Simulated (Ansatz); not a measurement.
**Mg (simple cubic): energy against volume**

Theory: DFT, r2SCAN, plane waves (500 eV) with PAW, scalar-relativistic (Ansatz). The PAW files were generated under PBE, with cores re-solved for the functional.

The cell is scaled uniformly from the relaxed one, with fractional coordinates and shape fixed. Energies are extrapolated to zero smearing, pressures are those at the given smearing. Magnetic state: spin not included.

A Birch-Murnaghan fit gives V₀ = 26.84 Å³/atom, B₀ = 24 GPa, B₀′ = 4.2.

Task: What are the energy above the minimum and the pressure at 23.610 Å³/atom?

Result: 36.8 meV/atom and 4.09 GPa as computed.

Task: What are the energy above the minimum and the pressure at 25.757 Å³/atom?

Result: 3.6 meV/atom and 1.13 GPa as computed.

Task: What are the energy above the minimum and the pressure at 30.049 Å³/atom?

Result: 23.8 meV/atom and -2.13 GPa as computed.
